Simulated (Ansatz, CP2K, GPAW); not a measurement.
**BiTe: programs and potentials compared**

```
Bi Te
1.0
     4.57498    0.00000    0.00000
     2.28749    3.96205    0.00000
     2.28749    1.32068    3.73546
Bi Te
1 1
Direct
  0.00000 0.00000 0.00000
  0.50000 0.50000 0.50000
```

Alike in all runs: task single point; functional RPBE; k mesh 7 × 7 × 7; occupations gaussian, width 0.1 eV; no spin polarisation; no spin-orbit coupling. Pressure is positive in compression and, in plane waves, holds the error of the finite cutoff, which Ansatz's Pulay term estimates and takes out.

| program and potentials | plane-wave cutoff (eV) | notes | pressure (GPa) |
| --- | --- | --- | --- |
| Ansatz, Ansatz PAW | 420 | potentials made for PBE, which Ansatz adapts in part; 15.5 valence electrons an atom on average; Pulay term of +0.03 GPa included | 2.24 |
| GPAW, the program's PAW data sets (release 1.2.1) made for this functional | 600 | 10.5 valence electrons an atom on average | ? |
| CP2K, POTENTIAL_UZH Bi GTH-PBE-q5, Te GTH-PBE-q6; TZVP-MOLOPT-PBE-GTH basis | - | atomic basis; potentials made for PBE; 5.5 valence electrons an atom on average | 2.02 |
| Ansatz, all-electron LAPW, scalar-relativistic | - | - | 2.25 |

Estimate from the other rows what the run with GPAW, the program's PAW data sets (release 1.2.1) made for this functional gave.

Pressure 2.03 GPa. The other rows, which needn't bracket it: pressure 2.02 to 2.25.
